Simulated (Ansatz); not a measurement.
## Diamond alloy of Si and Sn (8 of 64 Si sites exchanged), 64 atoms

Method: Ansatz, DFT, PBEsol, PAW, plane waves.

Command:

```sh
ansatz run in.yaml --threads 7 --pin off --max-ram 13300MiB --runs-dir r --events-out ev --progress --plain
```

The input less its lattice and atoms:

```yaml
kpoints:
  mp_grid: { grid: [1, 1, 1], shift: [0.5, 0.5, 0.5] }
hamiltonian:
  xc: pbesol
scf:
  occupations: { method: fermi_dirac, width: 0.01 }
relax:
  f_tol: 0.03
  max_steps: 80
  escape_saddle: false
  adjacent_minimum: "off"
  cell: { fix: [shape] }
output:
  forces: true
  eigenvalues: true
  populations: true
```

Start:

```xyz
64
Lattice="11.1312 0.0000 0.0000 0.0000 11.1312 0.0000 0.0000 0.0000 11.1312" Properties=species:S:1:pos:R:3 pbc="T T T"
Sn    0.0236    0.0309    0.0108
Sn    1.4135    1.3592    1.3884
Sn    2.7435    8.3430   11.1105
Sn    4.1626    9.7663    1.3903
Sn    2.7977    0.0366    2.7707
Sn    4.1778    6.9787    9.7525
Sn    9.7564    1.3860    9.7131
Sn    1.3914    9.7140    9.7212
Si   11.1205   11.1258    5.5185
Si   11.1266    5.5364   11.1222
Si    0.0301    5.5987    5.5697
Si    5.5621   11.1015    0.0122
Si    5.5569    0.0197    5.5751
Si    5.5454    5.6021   11.1165
Si    5.5652    5.5571    5.5656
Si    1.3760    1.3943    6.9403
Si    1.3587    6.9841    1.3945
Si    1.4007    6.9502    6.9765
Si    6.9404    1.3732    1.3816
Si    6.9154    1.3702    6.9573
Si    6.9600    6.9492    1.3490
Si    6.9922    6.9561    6.9296
Si    2.7698    2.7641    0.0053
Si    2.7857    2.7700    5.5802
Si    2.7844    8.3283    5.5735
Si    8.3931    2.7927    0.0132
Si    8.3526    2.7909    5.5478
Si    8.3236    8.3058   11.1097
Si    8.3604    8.3620    5.5616
Si    4.1752    4.1798    1.4117
Si    4.1569    4.2342    6.9696
Si    4.1785    9.7342    6.9603
Si    9.7397    4.1641    1.4127
Si    9.7334    4.1593    6.9824
Si    9.7415    9.7584    1.4231
Si    9.7400    9.7207    6.9337
Si    2.7905    0.0065    8.3371
Si    2.7539    5.5462    2.7788
Si    2.7569    5.5875    8.3409
Si    8.3158   11.0935    2.7622
Si    8.3618    0.0103    8.3147
Si    8.3505    5.5451    2.8090
Si    8.3480    5.5408    8.3461
Si    4.1834    1.4275    4.1936
Si    4.2019    1.3781    9.7362
Si    4.1864    6.9625    4.1707
Si    9.7322    1.3765    4.1440
Si    9.7666    6.9398    4.1906
Si    9.7464    6.9871    9.7303
Si    0.0234    2.7477    2.7435
Si   11.1301    2.7614    8.3258
Si   11.1219    8.3528    2.7595
Si    0.0044    8.3487    8.3569
Si    5.5494    2.7676    2.8041
Si    5.5878    2.7690    8.3402
Si    5.5919    8.3214    2.7937
Si    5.5682    8.3240    8.3378
Si    1.4340    4.1374    4.1668
Si    1.3993    4.1596    9.7584
Si    1.3778    9.7326    4.1658
Si    6.9396    4.1785    4.1524
Si    6.9827    4.1733    9.7085
Si    6.9660    9.7504    4.1475
Si    6.9537    9.7541    9.7235
```

Steps:

| step | energy less the first (eV) | largest force component (eV/Å) | pressure (GPa) |
| --- | --- | --- | --- |
| start | 0.000 | 4.868 | 2.44 |
| 1 | -6.157 | 0.881 | -0.50 |
| 2 | -7.539 | 0.240 | 0.58 |
| 3 | -7.606 | 0.017 | 0.04 |

A structure on the way, about -7.54 eV from the start:

```
Sn Si
1.0
    11.11406    0.00000    0.00000
     0.00000   11.11406    0.00000
     0.00000    0.00000   11.11406
Sn Si
8 56
Cartesian
  10.9410 11.0165 0.0908
  1.4140 1.6542 1.4043
  2.6940 8.1617 0.0993
  4.4436 9.7484 1.4149
  2.8002 0.0196 3.0512
  4.3173 6.7907 9.5801
  9.5703 1.5387 9.5818
  1.3906 9.7148 9.4296
  11.0692 11.0950 5.5878
  11.0543 5.4966 0.0050
  11.0885 5.5411 5.5349
  5.7304 0.1524 10.9536
  5.6153 0.0261 5.5349
  5.6878 5.4679 0.1092
  5.5576 5.5469 5.5651
  1.4332 1.4321 6.8435
  1.2101 6.7666 1.5541
  1.3424 6.8860 6.8785
  6.9688 1.4365 1.4094
  6.9452 1.3933 6.9036
  6.9940 6.8830 1.4442
  6.9758 6.9407 6.9092
  2.9376 2.9488 10.9540
  2.8132 2.8313 5.5394
  2.7653 8.2864 5.5894
  8.2504 2.9135 0.1114
  8.3324 2.7782 5.5646
  8.2808 8.2731 0.0074
  8.3277 8.3057 5.5370
  4.2134 4.1912 1.4151
  4.1757 4.1657 6.9096
  4.2184 9.7620 6.8434
  9.6664 4.2115 1.4500
  9.7241 4.1917 6.9097
  9.5465 9.5463 1.5568
  9.6711 9.6750 6.8818
  2.9389 0.1546 8.1493
  2.7600 5.5038 2.8268
  2.6984 5.4758 8.1731
  8.2811 11.0984 2.8258
  8.2592 11.0348 8.1713
  8.3305 5.5503 2.8349
  8.3239 5.5413 8.3346
  4.3204 1.5373 4.3093
  4.2617 1.4801 9.6247
  4.1529 6.9028 4.1988
  9.6864 1.3746 4.1999
  9.6676 6.8821 4.2293
  9.6848 6.9022 9.7338
  10.9768 2.9161 2.9194
  0.1066 2.8792 8.1948
  11.0093 8.2307 2.8763
  10.9639 8.1799 8.1739
  5.5863 2.8047 2.7932
  5.6209 2.8392 8.2766
  5.7035 8.1889 2.9233
  5.6646 8.4360 8.1964
  1.3758 4.1776 4.2190
  1.4013 4.2167 9.6608
  1.2459 9.5749 4.3084
  6.9548 4.1713 4.1841
  6.9603 4.1801 9.7433
  6.9638 9.7055 4.2188
  7.0037 9.7336 9.6592
```

End:

```
Sn Si
1.0
    11.14004    0.00000    0.00000
     0.00000   11.14004    0.00000
     0.00000    0.00000   11.14004
Sn Si
8 56
Cartesian
  10.9832 11.0508 0.0800
  1.4150 1.6398 1.4055
  2.7028 8.1964 0.0844
  4.4316 9.7677 1.4107
  2.8054 0.0184 3.0404
  4.3152 6.8089 9.6069
  9.5968 1.5275 9.6060
  1.3884 9.7369 9.4697
  11.1054 11.1234 5.6008
  11.0953 5.5204 0.0042
  11.1255 5.5632 5.5472
  5.7344 0.1409 10.9883
  5.6143 0.0213 5.5553
  5.6968 5.4770 0.1075
  5.5626 5.5623 5.5788
  1.4373 1.4294 6.8733
  1.2234 6.7974 1.5504
  1.3514 6.9091 6.8972
  6.9811 1.4267 1.4072
  6.9528 1.3806 6.9299
  7.0144 6.9079 1.4330
  6.9907 6.9689 6.9330
  2.9313 2.9453 10.9885
  2.8121 2.8262 5.5577
  2.7730 8.3165 5.6015
  8.2682 2.9094 0.1093
  8.3518 2.7740 5.5785
  8.3101 8.3064 0.0040
  8.3540 8.3365 5.5486
  4.2146 4.1929 1.4088
  4.1702 4.1652 6.9329
  4.2188 9.7884 6.8742
  9.6988 4.2257 1.4364
  9.7582 4.2017 6.9335
  9.5852 9.5756 1.5511
  9.6990 9.7031 6.8989
  2.9303 0.1416 8.1864
  2.7676 5.5214 2.8220
  2.6962 5.4820 8.2037
  8.3091 11.1204 2.8215
  8.2699 11.0491 8.2025
  8.3589 5.5707 2.8187
  8.3463 5.5574 8.3654
  4.3197 1.5314 4.3257
  4.2596 1.4700 9.6618
  4.1660 6.9310 4.1989
  9.7203 1.3770 4.1985
  9.7021 6.9127 4.2242
  9.7193 6.9300 9.7528
  11.0118 2.9297 2.9126
  0.1069 2.8819 8.2291
  11.0438 8.2556 2.8815
  11.0001 8.2102 8.1890
  5.5871 2.7983 2.7959
  5.6182 2.8280 8.3159
  5.7213 8.2197 2.9132
  5.6714 8.4573 8.2295
  1.3844 4.1896 4.2230
  1.4057 4.2231 9.6961
  1.2581 9.6086 4.3155
  6.9690 4.1800 4.1809
  6.9738 4.1835 9.7766
  6.9806 9.7339 4.2226
  7.0131 9.7566 9.6954
```

Self-consistency was reached.

Time: 28 s of wall time on 7 threads of a Neoverse-V2 processor, on a host shared with other runs; peak host memory 2.3 GiB.

**Question.** How much energy did the relaxation gain, and which atom moved most?

**Answer.** 7.61 eV in 3 steps, from a start with small random displacements; atom 12 (Si) moved 0.29 Å, the median atom 0.09 Å (drift of the whole cell removed).
